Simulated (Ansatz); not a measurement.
# Ti (simple cubic): energy against volume

Level of theory: DFT, LDA (PW92), plane waves (420 eV) with PAW, scalar-relativistic (Ansatz). The PAW files were generated under PBE, with cores re-solved for the functional.

The cell is scaled uniformly from the relaxed one, with fractional coordinates and shape fixed. Energies are extrapolated to zero smearing, pressures are those at the given smearing. Magnetic state: spin not included.

A Birch-Murnaghan fit gives V₀ = 16.62 Å³/atom, B₀ = 93 GPa, B₀′ = 3.5.

Problem. What are the energy above the minimum and the pressure at 15.368 Å³/atom?

Solution. 30.8 meV/atom and 8.63 GPa as computed.

Problem. What are the energy above the minimum and the pressure at 18.041 Å³/atom?

Solution. 31.2 meV/atom and -6.29 GPa as computed.

Problem. What are the energy above the minimum and the pressure at 18.709 Å³/atom?

Solution. 63.9 meV/atom and -8.63 GPa as computed.
